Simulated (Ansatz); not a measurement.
Structure relaxation, YGe₂

The start is a relaxed YGe2 cell, doubled along one cell vector, shaken by Gaussian noise of σ = 0.08 Å a coordinate. The cell and all atomic positions are relaxed at zero pressure with r2SCAN (plane waves to 500 eV, PAW, scalar-relativistic; Ansatz, a first-principles code). The first steps use a coarse 6×3×6 k-mesh.

The start:
```
YGe2
1.0
    0.00000     4.72014     4.89587
    5.58516     0.00000     9.79174
    2.79258     4.72014     0.00000
Ge Y
8 4
Cartesian
  2.83778   6.02268   5.03066
  5.60999   6.01208   9.85722
  2.78835   3.35735   4.99285
  5.53380   3.48319   9.68648
  4.22666   5.69610   7.32049
  6.90348   5.84077  12.27372
  4.11851   8.33841   7.32199
  6.95242   8.25919  12.27091
 -0.01096   0.01640  -0.09613
  2.75966   0.01981   4.94119
  1.48798   2.47936   2.49221
  4.31516   2.49218   7.37649
```

Q: Which atoms feel the largest initial force, and how large is it?

A: About 1.9 eV/Å, on Y12 (atoms numbered as listed).

Q: How do the shortest distances between atoms change?

A: The closest pairs of elements (up to four, under 3.6 Å), start → end: Ge–Ge 2.42 → 2.60 Å; Ge–Y 2.79 → 3.01 Å; Y–Y 3.54 → 3.68 Å.

Q: Is the relaxed structure metallic? Give its gap.

A: No gap (metallic).

The end point of the relaxation:

Space group Fddd, origin choice 1 (No. 70); a = 5.586 Å, b = 9.440 Å, c = 9.791 Å, α = 90.00°, β = 90.00°, γ = 90.00°

```tsv
atom	site	symmetry	x	y	z
Ge	16f	.2.	0.0000	0.3625	0.0000
Y	8a	222	0.0000	0.0000	0.0000
```
(The calculation used a cell of 6 atoms; values per cell refer to that cell.)

Final values are on a 11×11×11 k-mesh of the relaxed cell. No spin polarisation in the result.

The relaxed structure here is a generated cell of YGe2: the first start was made by placing the elements on the sites of a structure type, and the end was not matched to a known phase here, so it may be hypothetical.
